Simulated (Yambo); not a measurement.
Yambo input for a free-standing IrCl3 monolayer (symmetry P-31m, slab cell 15.6 Å high) (a = 6.0386 Å, b = 6.0386 Å, c = 15.6000 Å, α = 90.00°, β = 90.00°, γ = 120.00°), on PBEsol (pw.x of Quantum ESPRESSO, ONCV potentials, no spin-orbit coupling) wavefunctions on a 6×6×1 mesh:

```
rim_cut
optics
chi
dipoles
kernel
RandQpts= 1000000
RandGvec= 2 Ry
CUTGeo= "slab z"
FFTGvecs= 30 Ry
Chimod= "HARTREE"
NGsBlkXd= 2 Ry
% QpntsRXd
 1 | 1 |
%
% BndsRnXd
 9 | 131 |
%
GrFnTpXd= "R"
% EnRngeXd
 0.0 | 20.0 | eV
%
% DmRngeXd
 0.2 | 0.2 | eV
%
CGrdSpXd= 50
ETStpsXd= 161
% LongDrXd
 1.0 | 0.0 | 0.0 |
%
```

First lines of the file o-*.alpha_q1_inv_rpa_dyson:

```
Polarizability  ( -<<X>> ) @ Q(1):   1.00000000     0.00000000     0.00000000    [q->0 direction]
#
# Polarizability units: length
#
# [ X ] Hartree size     :  175
# [GEN] GF Energies     : Perdew, Burke & Ernzerhof SOL(X)+Perdew, Burke & Ernzerhof SOL(C)
# [GEN] Green`s Function     : Retarded
#
# [GEN] Gauge     : Length
# [GEN] [r,Vnl] included     : yes
#
#    E[1] [eV]     Im(alpha)     Re(alpha)     Im(alpha_o)     Re(alpha_o)
#
     0.000000     -0.25817E-13     3.817571     0.43071E-17     4.698744
     0.125000     0.010275     3.820715     0.012776     4.702655
     0.250000     0.020780     3.830211     0.025831     4.714470
     0.375000     0.031765     3.846268     0.039462     4.734436
     0.500000     0.043513     3.869246     0.054012     4.762989
     0.625000     0.056369     3.899682     0.069894     4.800776
     0.750000     0.070772     3.938335     0.087634     4.848711
     0.875000     0.087312     3.986246     0.107937     4.908040
     1.000000     0.106809     4.044829     0.131782     4.980463
     1.125000     0.130456     4.116014     0.160592     5.068290
     1.250000     0.160065     4.202464     0.196529     5.174707
     1.375000     0.198521     4.307905     0.243034     5.304164
     1.500000     0.250687     4.437636     0.305920     5.462983
     1.625000     0.325314     4.599251     0.395667     5.660200
     1.750000     0.439443     4.803303     0.532754     5.908309
     1.875000     0.629187     5.061604     0.760738     6.220950
     2.000000     0.974558     5.368784     1.176074     6.589368
     2.125000     1.611261     5.607020     1.936880     6.863659
     2.250000     2.503440     5.428615     2.969764     6.630264
     2.375000     3.159351     4.629663     3.678537     5.706568
     2.500000     3.052146     3.709439     3.529864     4.723209
     2.625000     2.597887     3.404397     3.076558     4.429495
     2.750000     2.501996     3.389084     3.021542     4.370412
     2.875000     2.508792     3.198991     2.984853     4.123360
     3.000000     2.438528     2.972449     2.861252     3.919286
     3.125000     2.277529     2.763956     2.689289     3.755455
     3.250000     2.054974     2.623469     2.467911     3.648219
     3.375000     1.811949     2.573694     2.217458     3.636555
     3.500000     1.544979     2.558508     1.927878     3.681802
     3.625000     1.199778     2.709226     1.564346     3.954000
     3.750000     0.973719     3.055449     1.374081     4.476807
```
(The file goes on to the top of the energy range; α is in bohr.) Convergence of the RPA response with its 6×6×1 mesh was not tested.

Geometry relaxed with PBEsol.

This is a model layer cut from the bulk structure; whether it is stable on its own was not checked.
